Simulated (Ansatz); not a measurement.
Ba₂N (space group R-3m)

```xyz
3
Lattice="1.9621 1.1328 7.4891 -1.9621 1.1328 7.4891 0.0000 -2.2656 7.4891" Properties=species:S:1:pos:R:3 pbc="T T T"
Ba     0.0000     0.0000    16.4564
Ba     0.0000     0.0000     6.0109
N      0.0000     0.0000     0.0000
```

E(V) scan at fixed shape, V₀ the volume above. The atoms relax within the cell's symmetry.

Calculation: PBEsol (plane waves to 420 eV, PAW, scalar-relativistic; Ansatz, a program for electronic structure). k mesh 14×14×14 (Γ-centred), Fermi-Dirac smearing 0.05 eV. Energies are smeared free energies. With the shape held, the modulus is that of even scaling; a crystal free to change shape is softer. Ba2N was relaxed with its symmetry unable to fall. The zero of ΔE is the relaxed starting cell. The last digit holds for this mesh only.

```tsv
V (Å³/atom)	ΔE (meV/atom)
29.963	24.4
30.795	13.2
31.627	5.7
32.459	1.4
33.292	0.0
34.124	1.3
34.956	5.0
35.789	10.9
36.621	18.8
```

**Question.** What is the fitted pressure derivative B₀′?

**Answer.** 3.0.

**Question.** What bulk modulus at fixed cell shape B₀ follows from a third-order Birch-Murnaghan fit?

**Answer.** 20.5 GPa.

(Under strain, the slope of the energy per volume gives the stress and its curvature an elastic modulus.)
